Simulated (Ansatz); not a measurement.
**What DFT gives for Lu2AlSi2**

```xyz
5
Lattice="0.0000 0.0000 4.0019 4.2090 -2.8317 2.0010 4.2090 2.8317 -2.0010" Properties=species:S:1:pos:R:3 pbc="T T T"
Lu    5.9863    0.0000    2.0010
Lu    2.4317    0.0000    2.0010
Si    4.2090   -1.1933    4.0019
Si    4.2090    1.1933    0.0000
Al    0.0000    0.0000    0.0000
```

Single point in Ansatz 0.2.0 with PBEsol, no spin polarisation. Cutoff 420 eV, PAW datasets, 8×8×8 Γ-centred k mesh, fermi-dirac filling (width 0.1 eV).

Question: What does the stress say?

Answer: The pressure is -2.8 GPa (compression positive), so with the atoms held at these fractions the cell would first shrink.

Question: Are the atoms at rest?

Answer: Nearly at rest: the largest force is 0.042 eV/Å.

Question: What happens at the Fermi level?

Answer: It is a metal, with about 2.3 states/eV a cell as the mean within 0.25 eV of the Fermi level, mostly Lu d (63 %) and Si p (17 %).

Question: Is it stable against the elements?

Answer: -0.74 eV an atom against the elements' usual phases (free molecules for gases, crystals otherwise, with no correction for O₂ or N₂), so it is bound against them; other compounds may still compete. Relaxing would lower it.

Question: Which element gives electrons and which takes them?

Answer: Bader charges in e: Lu +1.31, Al +0.79, Si -1.71. In the mean Lu gives up most and Si takes most.

Origin: a database entry at a rescaled volume.
